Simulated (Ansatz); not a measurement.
This AlGa3Sb4 structure is the end of a relaxation. The cell was found from a structure generator's guess, not taken from experiment.

The calculation used Ansatz 0.2.0, DFT PBE, scalar-relativistic, plane waves, PAW. Cutoff 420 eV, Γ-centred mesh, Gaussian smearing, no spin polarisation.

```
CELL_PARAMETERS angstrom
4.38172 0.00000 0.00000
-2.19086 3.79468 0.00000
0.00000 0.00000 14.44171
ATOMIC_POSITIONS crystal
Al 0.33333 0.66667 0.49980
Ga 0.66667 0.33333 0.25009
Ga 0.66667 0.33333 0.75058
Ga 0.33333 0.66667 0.00023
Sb 0.66667 0.33333 0.43709
Sb 0.66667 0.33333 0.93744
Sb 0.33333 0.66667 0.18724
Sb 0.33333 0.66667 0.68735
```

Formation energies are uncorrected and refer to the elements' standard structures at the same level.

(1) Find its symmetry and describe it.

(2) What is its formation energy per atom?

(3) Is it a metal?

## Answers

(1) P3m1 (No. 156), with Al and Ga ordered on wurtzite sites. Conventional cell: a = 4.382 Å, c = 14.442 Å. Around Al lie 4 Sb at 2.69–2.71 Å; around Ga on its first site lie 4 Sb at 2.69–2.70 Å; Ga on its second site is surrounded by 4 Sb at 2.69–2.70 Å; Sb on its first site has 3 Al at 2.69 Å and 1 Ga at 2.70 Å; 4 more sites not described.

(2) −0.16 eV/atom. Whether it is stable depends on the other phases of the system, which aren't compared here.

(3) There is no gap on the 12×12×4 mesh, but valence and conduction bands meet within 0.015 eV, so at this level it has a zero gap rather than a metal's Fermi surface.

The last run used a 12×12×4 mesh (in the run's order of axes) for its 8-atom cell and Gaussian smearing of 0.10 eV. These runs have no spin–orbit coupling, which can matter for Sb. The zero gap may come from the functional, which often closes small gaps. A later test with randomly moved atoms came back to the same energy, though modes that don't fit the test's cell weren't probed.
